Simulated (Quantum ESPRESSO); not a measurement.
Ag2ScRhMgWHf2, input and log of a self-consistent run

A calculation, not a measurement. The program is pw.x of Quantum ESPRESSO 7.5 (plane-wave density functional theory). The cell is made up: eight metal atoms on a face-centred cubic lattice, with elements, volume, strain and displacements drawn at random and not relaxed, so it may be unstable or far from any real phase. PseudoDojo standard norm-conserving files set the functional (PBE unless stated); there is no spin polarisation or spin-orbit coupling, the Fermi-Dirac width of 0.25 eV means electrons at about 2900 K, and the masses in the input are unused placeholders. Heavy elements are run without spin-orbit coupling, which real alloys of them have. A spin test at this wide smearing found no moment, but such smearing suppresses magnetism that the real alloy may have.

Input:

```
&control calculation='scf', pseudo_dir='./dojo.nc.sr.pbe.v0_5.standard.upf', outdir='./o', disk_io='minimal', tprnfor=.true., tstress=.true. /
&system ibrav=0, nat=8, ntyp=6, nbnd=71, ecutwfc=87.97787729, nosym=.true., tot_charge=0,
 occupations='smearing', smearing='fd', degauss=0.0183746611
/
&electrons conv_thr=1.470e-08, electron_maxstep=70, mixing_beta=0.5 /
ATOMIC_SPECIES
Ag 1.0 Ag.upf
Hf 1.0 Hf.upf
Mg 1.0 Mg.upf
Rh 1.0 Rh.upf
Sc 1.0 Sc.upf
W 1.0 W.upf
CELL_PARAMETERS angstrom
-4.2793 -0.0381 -0.0086
-0.0295 -4.1538 4.3161
0.0614 6.2412 2.1685
ATOMIC_POSITIONS angstrom
Ag 0.0484 -0.0157 -0.0575
Sc 0.1006 1.9707 2.1276
Rh 0.1201 -2.1413 2.2366
Ag 0.0694 0.082 4.1539
Mg -2.0864 4.2145 2.1959
W -2.1643 0.0518 1.9398
Hf -2.0545 1.9522 4.1369
Hf -2.0876 -2.0115 4.3872
K_POINTS automatic
6 4 4 1 1 1
```

The log is shortened where brackets say so; the opening notice, blank lines, dates and the lines on written files are dropped, and the path of the files is cut. It prints rydbergs, bohrs and kilobars, and counts compression as positive stress. Its total energy is the free energy E - TS of the whole cell.

```
     Program PWSCF v.7.5
     Parallel version (MPI & OpenMP), running on       4 processor cores
     Number of MPI processes:                 4
     Threads/MPI process:                     1
     [start-up lines left out]
     bravais-lattice index     =            0
     lattice parameter (alat)  =       8.0870  a.u.
     unit-cell volume          =    1037.9409 (a.u.)^3
     number of atoms/cell      =            8
     number of atomic types    =            6
     number of electrons       =       114.00
     number of Kohn-Sham states=           71
     kinetic-energy cutoff     =      87.9779  Ry
     charge density cutoff     =     351.9115  Ry
     scf convergence threshold =      1.5E-08
     mixing beta               =       0.5000
     number of iterations used =            8  plain     mixing
     Exchange-correlation= PBE
                           (   1   4   3   4   0   0   0)
     [axes and pseudopotential details left out]
   Cartesian axes
     site n.     atom                  positions (alat units)
         1        Ag     tau(   1) = (   0.0113098  -0.0036687  -0.0134362  )
         2        Sc     tau(   2) = (   0.0235075   0.4605001   0.4971634  )
         3        Rh     tau(   3) = (   0.0280642  -0.5003647   0.5226338  )
         4        Ag     tau(   4) = (   0.0162169   0.0191612   0.9706557  )
         5        Mg     tau(   5) = (  -0.4875361   0.9848163   0.5131233  )
         6        W      tau(   6) = (  -0.5057392   0.0121043   0.4532796  )
         7        Hf     tau(   7) = (  -0.4800819   0.4561771   0.9666833  )
         8        Hf     tau(   8) = (  -0.4878165  -0.4700339   1.0251717  )
     number of k points=    48  Fermi-Dirac smearing, width (Ry)=  0.0184
                       cart. coord. in units 2pi/alat
        k(    1) = (  -0.0839394   0.0327288   0.1548637), wk =   0.0416667
        k(    2) = (  -0.0853318   0.1612056   0.2784999), wk =   0.0416667
     [further k points left out]
     Dense  grid:   115753 G-vectors     FFT dimensions: (  50,  72,  75)
     Estimated max dynamical RAM per process >     412.35 MB
     Estimated total dynamical RAM >       1.53 GB
     Initial potential from superposition of free atoms
     starting charge     113.9908, renormalised to     114.0000
     Starting wfcs are   75 randomized atomic wfcs
     total cpu time spent up to now is        5.6 secs
     per-process dynamical memory:   305.4 Mb
     Self-consistent Calculation
     iteration #  1     ecut=    87.98 Ry     beta= 0.50
     Davidson diagonalization with overlap
     ethr =  1.00E-02,  avg # of iterations =  3.1
     total cpu time spent up to now is       19.1 secs
     total energy              =   -1446.18537496 Ry
     estimated scf accuracy    <       2.42935834 Ry
     iteration #  2     ecut=    87.98 Ry     beta= 0.50
     Davidson diagonalization with overlap
     ethr =  2.13E-03,  avg # of iterations =  4.3
     total cpu time spent up to now is       34.0 secs
     total energy              =   -1446.36247243 Ry
     estimated scf accuracy    <      11.75893659 Ry
     iteration #  3     ecut=    87.98 Ry     beta= 0.50
     Davidson diagonalization with overlap
     ethr =  2.13E-03,  avg # of iterations =  2.8
     total cpu time spent up to now is       46.7 secs
     total energy              =   -1447.37259880 Ry
     estimated scf accuracy    <       1.84011248 Ry
     iteration #  4     ecut=    87.98 Ry     beta= 0.50
     Davidson diagonalization with overlap
     ethr =  1.61E-03,  avg # of iterations =  2.0
     total cpu time spent up to now is       57.8 secs
     total energy              =   -1447.52692481 Ry
     estimated scf accuracy    <       0.18913383 Ry
     iteration #  5     ecut=    87.98 Ry     beta= 0.50
     Davidson diagonalization with overlap
     ethr =  1.66E-04,  avg # of iterations =  7.5
     total cpu time spent up to now is       75.2 secs
     total energy              =   -1447.55416201 Ry
     estimated scf accuracy    <       0.01548549 Ry
     [iterations 6 to 12 left out]
     iteration # 13     ecut=    87.98 Ry     beta= 0.50
     Davidson diagonalization with overlap
     ethr =  2.14E-09,  avg # of iterations =  5.2
     total cpu time spent up to now is      181.6 secs
     total energy              =   -1447.55801917 Ry
     estimated scf accuracy    <       0.00000088 Ry
     iteration # 14     ecut=    87.98 Ry     beta= 0.50
     Davidson diagonalization with overlap
     ethr =  7.71E-10,  avg # of iterations =  2.0
     total cpu time spent up to now is      193.9 secs
     total energy              =   -1447.55801926 Ry
     estimated scf accuracy    <       0.00000013 Ry
     iteration # 15     ecut=    87.98 Ry     beta= 0.50
     Davidson diagonalization with overlap
     ethr =  1.17E-10,  avg # of iterations =  4.6
     total cpu time spent up to now is      207.5 secs
     total energy              =   -1447.55801927 Ry
     estimated scf accuracy    <       0.00000014 Ry
     iteration # 16     ecut=    87.98 Ry     beta= 0.50
     Davidson diagonalization with overlap
     ethr =  1.17E-10,  avg # of iterations =  2.0
     total cpu time spent up to now is      218.7 secs
     total energy              =   -1447.55801929 Ry
     estimated scf accuracy    <       0.00000004 Ry
     iteration # 17     ecut=    87.98 Ry     beta= 0.50
     Davidson diagonalization with overlap
     ethr =  3.22E-11,  avg # of iterations =  1.9
     total cpu time spent up to now is      229.6 secs
     End of self-consistent calculation
     [lines on levels left out]
!    total energy              =   -1447.55801929 Ry
     estimated scf accuracy    <          4.4E-09 Ry
     smearing contrib. (-TS)   =      -0.10660819 Ry
     internal energy E=F+TS    =   -1447.45141110 Ry
     The total energy is F=E-TS. E is the sum of the following terms:
     one-electron contribution =    -582.78570631 Ry
     hartree contribution      =     334.11361351 Ry
     xc contribution           =    -252.49807930 Ry
     ewald contribution        =    -946.28123901 Ry
     convergence has been achieved in  17 iterations
     Forces acting on atoms (cartesian axes, Ry/au):
     atom    1 type  1   force =    -0.00618566   -0.01137616   -0.00521051
     atom    2 type  5   force =    -0.01582840    0.02785593   -0.01137050
     atom    3 type  4   force =     0.00159269    0.00708450   -0.00702774
     atom    4 type  1   force =    -0.00447320   -0.03560742    0.01633418
     atom    5 type  3   force =     0.00507090    0.01745780    0.01300207
     atom    6 type  6   force =     0.02590432   -0.02331997    0.05504081
     atom    7 type  2   force =    -0.00656231    0.03498525    0.03377524
     atom    8 type  2   force =     0.00048168   -0.01707993   -0.09454355
     Total force =     0.139246     Total SCF correction =     0.000218
     Computing stress (Cartesian axis) and pressure
          total   stress  (Ry/bohr**3)                   (kbar)     P=      -18.02
  -0.00009976  -0.00009686  -0.00001131          -14.67      -14.25       -1.66
  -0.00009686  -0.00020942  -0.00003044          -14.25      -30.81       -4.48
  -0.00001131  -0.00003044  -0.00005832           -1.66       -4.48       -8.58
     init_run     :      5.21s CPU      5.44s WALL (       1 calls)
     electrons    :    222.47s CPU    224.07s WALL (       1 calls)
     forces       :      2.08s CPU      2.10s WALL (       1 calls)
     stress       :      7.07s CPU      7.27s WALL (       1 calls)
     [timing details left out]
     PWSCF        :   3m57.01s CPU   3m59.10s WALL
     JOB DONE.
```

In other units: free energy -19695.030 eV for the cell, pressure -1.80 GPa, largest force component 2.431 eV/Å in size. The run took 241 s of wall time with four MPI processes on a shared machine (Intel Xeon, 2023 or later, virtual cores), so the time is rough. A rerun of this cell at a higher cutoff and on a denser mesh moved values by no more than 0.002 eV in energy, 0.04 GPa in stress and 0.006 eV/Å in force, and a second program with other atomic files agreed on that cell to 2 % rms in force and 0.5 GPa in pressure.